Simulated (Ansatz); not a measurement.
Values for one crystal, relaxed and computed with r²SCAN (plane waves, PAW; program Ansatz); other levels are named.

Volume per atom: 18.74 Å³
Electronic character: metallic (no gap)
Formation energy from the elements (no fitted shifts): -1.07 eV/atom
Density of states at the Fermi level: 0.30 states/eV per atom (mean over ±0.08 eV)

### Question
Pick the material that matches.
A) Y3Si2Ni6, Im-3m (Y on 12e, Si on 8c, Ni on 24h)
B) YSiPd, Pmmn (Pearson symbol oP24)
C) YS, rock salt
D) Si3Rh5, Pbam (Pearson symbol oP16)

### Answer
B, YSiPd, Pmmn (Pearson symbol oP24)

The workflow started from a Materials Project entry (that database holds measured and hypothetical structures alike); the Crystallography Open Database copy checked does not list it. With Si and Pd taken as one species the cell has the higher symmetry Imma, so it may be an ordered model of a mixed-site phase. Its standing as an ambient phase is unchecked. Symmetry was held in the r²SCAN relaxation; whether a distortion lowers the energy is not shown. No spin polarisation was allowed. The references are the lowest solids computed at this level, not always the standard phases. Scalar-relativistic: spin–orbit coupling is off unless named, which matters more the heavier the elements.

Potentials: the later of the program's two PAW sets.
